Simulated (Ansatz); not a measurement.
## Li2FeS2: do energies and stresses tell the same story?

Computed with DFT PBEsol, scalar-relativistic, plane waves, PAW in Ansatz 0.2.0.

Cutoff 420 eV; k points 12×12×6 on the computed 5-atom cell (Γ-centred); Gaussian smearing, width 0.10 eV; collinear spin from starting moments 0 0 3.72 0.17 0.17 μB.

Relaxed cell: P-3m1, a = 3.732 Å, b = 3.732 Å, c = 6.037 Å, α = 90.00°, β = 90.00°, γ = 120.00°, 5 atoms in the primitive cell. Whether it is the stable form of this composition wasn't checked.

Energies at zero smearing and pressures from the stress tensor, at volumes with shape and atoms relaxed:
```
V (Å³/atom) E − E(first) (meV/atom) P (GPa)
     12.816                     0.00    11.00
     13.253                   -25.12     7.56
     13.690                   -41.56     4.62
     14.127                   -50.62     2.14
     14.564                   -53.40     0.02
     15.001                   -50.88    -1.78
     15.438                   -43.89    -3.28
     16.020                   -28.94    -4.84
```

**Question.** Check P = −dE/dV between neighbouring volumes, and get the bulk modulus from the pressures alone.

**Answer.** With 1 eV/Å³ = 160.2 GPa:
```csv
middle V (Å³/atom),−ΔE/ΔV (GPa),mean P (GPa)
13.035,9.213,9.278
13.471,6.028,6.091
13.908,3.321,3.380
14.345,1.022,1.076
14.782,-0.926,-0.882
15.219,-2.564,-2.530
15.729,-4.111,-4.060
```

The two differ by 0.07 GPa at most. The mean of two end pressures misses the average over a step by about ΔV² P″/12, up to 0.05 GPa here; with that taken off 0.03 GPa remains. The stress is the derivative of the free energy, not of the energy at zero smearing, and with free energies 0.01 GPa remains. Around V = 14.564 Å³/atom, the two neighbours give B = −V ΔP/ΔV = 14.564 × 3.92 / 0.874 = 65.3 GPa, against B0 = 64.3 GPa from the Birch–Murnaghan fit of the energies.

The cell holds one magnetic atom, so it can only be ferromagnetic; an antiferromagnetic order may lie lower.

Only this magnetic start was tried.

Cost: 9 runs of about 7.9 core-minutes in all, on Intel Xeon 6975P-C (Granite Rapids) (shared hosts).